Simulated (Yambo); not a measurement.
G0W0@PBE for GaN (wurtzite, space group P6_3mc, No. 186) in Yambo. Reference settings: 6×6×2 Γ-centred k mesh, bands 9 to 215 and a 15 Ry block in the screening, 215 bands in G with the Bruneval-Gonze terminator, plasmon pole fitted at 27.2 eV. The PBE gap Γ → Γ on this mesh is 1.96 eV; G0W0 gaps are taken between the same points.

Gap (Γ → Γ) in eV against the number of bands and the screening block, terminator on:

```tsv
bands (W and G)	3 Ry	6 Ry	9 Ry	12 Ry	15 Ry
53	2.651	2.886	2.999	3.038	3.049
82	2.550	2.794	2.919	2.962	2.974
119	2.514	2.761	2.894	2.937	2.949
167	2.493	2.741	2.878	2.921	2.934
215	2.484	2.732	2.872	2.915	2.927
```

Rough cost of the Yambo step against the reference (shared machines):

```csv
bands (W and G),3 Ry,6 Ry,9 Ry,12 Ry,15 Ry
53,1/10,1/10,1/10,1/8,1/8
82,1/5,1/8,1/8,1/6,1/5
119,1/6,1/6,1/5,1/4,1/3
167,1/4,1/4,1/3,1/2,~1
215,1/3,~1,~1,~1,1
```

At the largest block the last step in bands moves the gap by -0.007 eV; at the most bands the last step in the block moves it by 0.012 eV.

Spin-orbit splittings are left out.

Geometry relaxed with PBEsol; primitive cell a = 3.184 Å, b = 3.184 Å, c = 5.187 Å, α = 90.00°, β = 90.00°, γ = 120.00°.

The potentials are those of PseudoDojo's stringent table.
